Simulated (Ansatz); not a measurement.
The elements of this relaxed trial crystal are hidden behind letters.

```
lattice vectors (Å)
   2.2962    1.3257    4.3918
  -2.2962    1.3257    4.3918
   0.0000   -2.6514    4.3918
fractional positions
X 0.2000 0.2000 0.2000
X 0.8000 0.8000 0.8000
Z 0.6005 0.6005 0.6005
Z 0.3995 0.3995 0.3995
Z 0.0000 0.0000 0.0000
```

Computed with DFT PBE, scalar-relativistic, plane waves, PAW (Ansatz). The final run on the 5-atom cell used 420 eV, a Γ-centred 12×12×12 mesh, 0.10 eV smearing and no spin polarisation.

| Quantity | Value |
| --- | --- |
| Space group | R-3m (No. 166) |
| Conventional cell | a = 4.592 Å, c = 13.175 Å |
| Volume per atom | 16.04 Å³ |
| Density | 14.42 g/cm³ |
| Formation energy | +0.39 eV/atom |
| Gap on the 12×12×12 mesh of the 5-atom cell | 0 eV (a metal) |

Energies are uncorrected and count from the elements' standard states at the same level.

Q: X is a p-block element of period 4 and Z is a d-block element of period 6. Which elements are they?

A: X = Ge, Z = W, so the formula is Ge2W3. Density times volume gives a mean mass of 14.42 × 16.04/1.6605 = 139.3 u per atom, and this set has 139.4 u. Among the elements that the hints allow, noble gases aside, only these give it. Ge is surrounded by 2 W at 2.63 Å, 3 Ge at 2.79 Å, 3 W at 2.80 Å and 6 W at 3.18 Å; around W on a site of symmetry 3m lie 1 Ge at 2.63 Å, 4 W at 2.65–2.79 Å, 3 Ge at 2.80 Å, 3 W at 3.17 Å and 3 Ge at 3.18 Å; W on a site of symmetry -3m has 2 Ge at 2.63 Å, 6 W at 2.79 Å and 6 Ge at 3.18 Å.

Spin–orbit coupling, which can matter for W, is left out. A structure relaxed within its symmetry needn't be a true minimum.
